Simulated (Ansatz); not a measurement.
## How much do the gradients of WS2 with phosphorus replacing S depend on the method?

Cell: a supercell of WS2 (space group P6_3/mmc) built from a structure deposited in the COD, with the ions relaxed around the defect (PBE).

```cif
data_structure
_symmetry_space_group_name_H-M 'P 1'
_symmetry_Int_Tables_number 1
_cell_length_a 9.5400
_cell_length_b 9.5400
_cell_length_c 12.5000
_cell_angle_alpha 90.000
_cell_angle_beta 90.000
_cell_angle_gamma 120.000
_cell_volume 985.23
loop_
_atom_site_label
_atom_site_type_symbol
_atom_site_fract_x
_atom_site_fract_y
_atom_site_fract_z
_atom_site_occupancy
W1 W 0.11111 0.22222 0.25047 1
W2 W 0.11119 0.55549 0.25022 1
W3 W 0.11119 0.88903 0.25022 1
W4 W 0.44430 0.22214 0.25022 1
W5 W 0.44430 0.55549 0.25022 1
W6 W 0.44444 0.88889 0.25018 1
W7 W 0.77784 0.22214 0.25022 1
W8 W 0.77778 0.55556 0.25010 1
W9 W 0.77784 0.88903 0.25022 1
W10 W 0.22157 0.11177 0.74984 1
W11 W 0.22157 0.44313 0.74984 1
W12 W 0.22198 0.77766 0.75029 1
W13 W 0.55567 0.11135 0.75029 1
W14 W 0.55608 0.44471 0.74974 1
W15 W 0.55567 0.77766 0.75029 1
W16 W 0.89020 0.11177 0.74984 1
W17 W 0.88863 0.44471 0.74974 1
W18 W 0.88863 0.77726 0.74974 1
P19 P 0.11111 0.22222 0.61882 1
S20 S 0.11132 0.55499 0.62454 1
S21 S 0.11132 0.88967 0.62454 1
S22 S 0.44367 0.22201 0.62454 1
S23 S 0.44367 0.55499 0.62454 1
S24 S 0.44444 0.88889 0.62507 1
S25 S 0.77834 0.22201 0.62454 1
S26 S 0.77778 0.55556 0.62413 1
S27 S 0.77834 0.88967 0.62454 1
S28 S 0.22214 0.11119 0.12465 1
S29 S 0.22214 0.44428 0.12465 1
S30 S 0.22217 0.77775 0.12462 1
S31 S 0.55558 0.11116 0.12462 1
S32 S 0.55544 0.44439 0.12464 1
S33 S 0.55558 0.77775 0.12462 1
S34 S 0.88906 0.11119 0.12465 1
S35 S 0.88895 0.44439 0.12464 1
S36 S 0.88895 0.77789 0.12464 1
S37 S 0.11111 0.22222 0.87570 1
S38 S 0.11017 0.55524 0.87530 1
S39 S 0.11017 0.88826 0.87530 1
S40 S 0.44508 0.22317 0.87530 1
S41 S 0.44508 0.55524 0.87530 1
S42 S 0.44444 0.88889 0.87541 1
S43 S 0.77809 0.22317 0.87530 1
S44 S 0.77778 0.55556 0.87532 1
S45 S 0.77809 0.88826 0.87530 1
S46 S 0.22214 0.11120 0.37614 1
S47 S 0.22214 0.44427 0.37614 1
S48 S 0.22226 0.77780 0.37579 1
S49 S 0.55554 0.11107 0.37579 1
S50 S 0.55560 0.44447 0.37576 1
S51 S 0.55554 0.77780 0.37579 1
S52 S 0.88906 0.11120 0.37614 1
S53 S 0.88887 0.44447 0.37576 1
S54 S 0.88887 0.77773 0.37576 1
```

Atom numbers follow the list; atoms alike are taken as one site, whose name carries the number of the first.

First run. The numbers come from a DFT calculation in Ansatz (PBE, plane waves and PAW, scalar-relativistic, 420 eV cutoff, Γ-centred 3×3×2 k-points, Fermi–Dirac smearing 0.01 eV, cell charge -1).

```tsv
site	atom	V_zz (10²¹ V/m²)	η
W1	1	-17.92	0.00
W2	2	-17.56	0.00
W6	6	-17.61	0.00
W8	8	-17.75	0.00
W10	10	-20.1	0.01
W12	12	-16.98	0.14
W14	14	-16.63	0.12
P	19	-5.42	0.00
S20	20	-4.57	0.15
S32	32	-4.65	0.00
S37	37	-4.42	0.00
S38	38	-4.23	0.24
S46	46	-4.47	0.01
S48	48	-4.61	0.01
```

Second run. The same atoms and settings, except that the functional is r2SCAN and the cutoff is 500 eV.

Problem. Given the first result, estimate the second.

Solution. 

```json
{"site": "W1", "atom": "1", "V_zz": "-17.79", "η": "0.00", "change of V_zz": "+0.13"}
{"site": "W2", "atom": "2", "V_zz": "-17.44", "η": "0.00", "change of V_zz": "+0.12"}
{"site": "W6", "atom": "6", "V_zz": "-17.48", "η": "0.00", "change of V_zz": "+0.13"}
{"site": "W8", "atom": "8", "V_zz": "-17.61", "η": "0.00", "change of V_zz": "+0.14"}
{"site": "W10", "atom": "10", "V_zz": "-19.99", "η": "0.01", "change of V_zz": "+0.12"}
{"site": "W12", "atom": "12", "V_zz": "-16.88", "η": "0.15", "change of V_zz": "+0.10"}
{"site": "W14", "atom": "14", "V_zz": "-16.58", "η": "0.11", "change of V_zz": "+0.05"}
{"site": "P", "atom": "19", "V_zz": "-5.61", "η": "0.00", "change of V_zz": "-0.19"}
{"site": "S20", "atom": "20", "V_zz": "-4.63", "η": "0.15", "change of V_zz": "-0.06"}
{"site": "S32", "atom": "32", "V_zz": "-4.71", "η": "0.00", "change of V_zz": "-0.06"}
{"site": "S37", "atom": "37", "V_zz": "-4.40", "η": "0.00", "change of V_zz": "+0.02"}
{"site": "S38", "atom": "38", "V_zz": "-4.28", "η": "0.25", "change of V_zz": "-0.05"}
{"site": "S46", "atom": "46", "V_zz": "-4.55", "η": "0.01", "change of V_zz": "-0.08"}
{"site": "S48", "atom": "48", "V_zz": "-4.67", "η": "0.01", "change of V_zz": "-0.06"}
```

The largest change of V_zz is on P, from -5.42 to -5.61. In per cent, |V_zz| changes by -1 to 0 on W, +4 on P, 0 to +2 on S (all sites that start above 0.5). The table leaves out 7 of the 21 sites, with |V_zz| up to 4.72; their tensors move by 0.06 at most along any direction. The statements above cover all sites.

The defect repeats with the cell of 54 atoms, so it feels its images: sites between two images don't show the values beside a lone defect, and zeros or small values of η there can come from the images' arrangement. S and W carry a gradient in the pure host already, so the values there aren't the defect's effect alone. The relaxation keeps the site symmetry 3m of the start, so the impurity can move only along its axis; a start off the site could end lower. A uniform background compensates the cell's charge. Without spin–orbit coupling the gradients at and beside W can be off by some per cent, at some sites by more.
